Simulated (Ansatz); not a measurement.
Consider the following.

BC₅:
```
BC5
1.0
    2.55159     0.00000     0.00000
   -1.27580     2.20974     0.00000
    0.00000     0.00000     6.39042
B C
1 5
Direct
  0.00000   0.00000   0.00377
  0.33333   0.66667   0.11092
  0.33333   0.66667   0.34613
  0.66667   0.33333   0.42875
  0.66667   0.33333   0.67198
  0.00000   0.00000   0.75074
```

This is the PBE-relaxed structure.

Problem. All from PBE (plane waves, PAW; program Ansatz), unless another level is named. Predict the electronic character.

Solution. metallic (no gap).

Problem. Predict the formation energy from the elements (no fitted shifts).

Solution. 0.26 eV/atom.

Problem. And the density of states at the Fermi level?

Solution. 0.13 states/eV per atom (mean over ±0.08 eV).

Space group P3m1. The start of the workflow was typed in or built on a structure type; the Crystallography Open Database copy checked does not list it. Whether it is the stable phase at ambient conditions was not checked. The cell was relaxed with PBE under the symmetry of its start; whether a distortion lowers the energy is not shown. Its formation energy is positive at this level, so the cell may be metastable or incomplete. The references are the lowest solids computed at this level, not always the standard phases.

Potentials: the later of the program's two PAW sets.
